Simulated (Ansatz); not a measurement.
Relaxed BaTiO3 (space group Amm2):

```yaml
crystal:
  lattice:
    - [3.92309, 0.00000, 0.00000]
    - [0.00000, 2.79408, 2.79916]
    - [0.00000, -2.79408, 2.79916]
  atoms:
    - { symbol: Ba, position: [0.00000, 0.00175, 0.00175] }
    - { symbol: Ti, position: [0.50000, 0.51200, 0.51200] }
    - { symbol: O, position: [0.50000, 0.98530, 0.49101] }
    - { symbol: O, position: [0.50000, 0.49101, 0.98530] }
    - { symbol: O, position: [0.00000, 0.48983, 0.48983] }
```

The atoms are displaced by Q × the pattern below (from a DFPT mode at Γ, largest move 1; Q in Å), at fixed cell.

```csv
atom,x,y,z
Ba1,0.000,-0.399,0.000
Ti2,0.000,0.184,0.000
O3,0.000,0.938,0.038
O4,0.000,0.938,-0.038
O5,0.000,1.000,0.000
```

Computed with LDA (plane waves to 420 eV, PAW, scalar-relativistic; Ansatz, an electronic-structure program). k mesh 9×8×8 (Γ-centred), Fermi-Dirac smearing 0.05 eV. E stands for the smeared free energy. BaTiO3 is run without spin polarisation. BaTiO3 was relaxed with its symmetry unable to fall. This is one of several known forms of BaTiO3; the measured ambient cells at hand have space group No. 99. ΔE is measured from the undisplaced structure.

| Q (Å) | ΔE (meV/cell) |
|---|---|
| -0.180 | 134.8 |
| -0.150 | 89.9 |
| -0.120 | 55.6 |
| -0.090 | 30.4 |
| -0.060 | withheld |
| -0.030 | 3.3 |
| 0.000 | 0.0 |
| 0.030 | 3.3 |
| 0.060 | withheld |
| 0.090 | 30.4 |
| 0.120 | 55.6 |
| 0.150 | 89.9 |
| 0.180 | 134.8 |

Question: Fit an even polynomial form (powers 2, 4) to the given rows and predict ΔE at Q = -0.060.

Answer: Least squares on the 11 given rows: ΔE = (3620)·Q² + (16670)·Q⁴, in meV/cell with Q in Å; root-mean-square residual 0.02 meV/cell. At -0.060 the fit gives 13.2 meV/cell; the calculation gives 13.2 meV/cell, the same to the digits shown. The quadratic term alone would give 13.0 meV/cell.

(For displaced atoms, the force is minus the slope of the energy, and its curvature is a force constant, which sets phonon frequencies.)
